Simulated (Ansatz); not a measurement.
## Ti2Te2P: do energies and stresses tell the same story?

Level of theory: DFT PBEsol, scalar-relativistic, plane waves, PAW (Ansatz 0.2.0).

Cutoff 420 eV; k points 12×12×12 on the computed 5-atom cell (Γ-centred); Gaussian smearing, width 0.10 eV; no spin polarisation.

Relaxed cell: R-3m, a = 3.597 Å, b = 3.597 Å, c = 28.159 Å, α = 90.00°, β = 90.00°, γ = 120.00°, 5 atoms in the primitive cell. Whether it is the stable form of this composition wasn't checked.

Energies at zero smearing and pressures from the stress tensor, at volumes with shape and atoms relaxed:
```json
{"V (Å³/atom)": "19.778", "E − E(first) (meV/atom)": "0.00", "P (GPa)": "3.72"}
{"V (Å³/atom)": "20.409", "E − E(first) (meV/atom)": "-10.04", "P (GPa)": "1.51"}
{"V (Å³/atom)": "21.040", "E − E(first) (meV/atom)": "-12.74", "P (GPa)": "0.00"}
{"V (Å³/atom)": "21.671", "E − E(first) (meV/atom)": "-10.84", "P (GPa)": "-0.84"}
{"V (Å³/atom)": "22.302", "E − E(first) (meV/atom)": "-6.90", "P (GPa)": "-1.11"}
```

Check P = −dE/dV between neighbouring volumes, and get the bulk modulus from the pressures alone.

With 1 eV/Å³ = 160.2 GPa:
```tsv
middle V (Å³/atom)	−ΔE/ΔV (GPa)	mean P (GPa)
20.093	2.549	2.617
20.724	0.686	0.754
21.356	-0.482	-0.420
21.987	-1.001	-0.974
```

The two differ by 0.07 GPa at most. The mean of two end pressures misses the average over a step by about ΔV² P″/12, up to 0.06 GPa here; with that taken off 0.01 GPa remains. Around V = 21.040 Å³/atom, the two neighbours give B = −V ΔP/ΔV = 21.040 × 2.35 / 1.262 = 39.1 GPa, against B0 = 37.4 GPa from the Birch–Murnaghan fit of the energies, which describes these points poorly (B0' = 18.7).

Cost: 6 runs of about 19 core-minutes in all, on Oxide Virtual Turin-like Processor (Zen 5) (shared hosts).